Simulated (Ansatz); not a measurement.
Rb₂P₂Pd:
```
CELL_PARAMETERS angstrom
      3.30015    -7.26475     0.00000
      3.30015     7.26475     0.00000
      0.00000     0.00000     6.04097
ATOMIC_POSITIONS crystal
  Rb 0.78827 0.21173 0.25000
  Rb 0.21173 0.78827 0.75000
  Rb 0.41983 0.58017 0.25000
  Rb 0.58017 0.41983 0.75000
  P  0.94163 0.73010 0.25000
  P  0.05837 0.26990 0.75000
  P  0.73010 0.94163 0.75000
  P  0.26990 0.05837 0.25000
  Pd 0.00000 0.00000 0.00000
  Pd 0.00000 0.00000 0.50000
```

Relaxed with r²SCAN. Special points in fractions of this cell's reciprocal vectors: Γ (0.000, 0.000, 0.000); Y (-0.500, 0.500, 0.000); C0 (-0.302, 0.698, 0.000); Σ0 (0.302, 0.302, 0.000); Z (0.000, 0.000, 0.500); A0 (0.302, 0.302, 0.500); E0 (-0.302, 0.698, 0.500); T (-0.500, 0.500, 0.500); S (0.000, 0.500, 0.000); R (0.000, 0.500, 0.500).

Task: List the band energies nearest the valence-band maximum at these points for r²SCAN (plane waves, PAW; program Ansatz).

Result: In eV from the valence-band maximum; about four levels below and three above (degenerate sets whole), none deeper than 8.9 eV; points with the same levels are listed once.

| k | below | above |
|---|---|---|
| Γ | -1.21 -0.78 -0.44 0.00 | 1.40 1.74 1.90 |
| Y | -1.29 -0.98 -0.67 -0.01 | 2.04 2.19 2.21 |
| C0 | -0.90 -0.73 -0.71 -0.04 | 1.38 1.61 1.67 |
| Z | -1.21 -1.21 -0.15 -0.15 | 1.93 1.93 2.84 2.84 |
| A0 | -1.05 -1.05 -0.44 -0.44 | 1.39 1.39 2.62 2.62 |
| T | -1.02 -1.02 -0.11 -0.11 | 1.58 1.58 2.26 2.26 |
| S | -0.81 -0.68 -0.66 -0.04 | 1.32 1.51 1.54 |
| R | -1.10 -1.10 -0.46 -0.46 | 1.41 1.41 2.64 2.64 |

Space group Cmcm. The workflow started from a Materials Project entry (that database holds measured and hypothetical structures alike); the Crystallography Open Database copy checked does not list it. Whether it is the stable phase at ambient conditions was not checked. The cell was relaxed with r²SCAN under the symmetry of its start; whether a distortion lowers the energy is not shown. No spin polarisation was allowed. Spin–orbit coupling is left out wherever it is not named.

Potentials: the later of the program's two PAW sets.
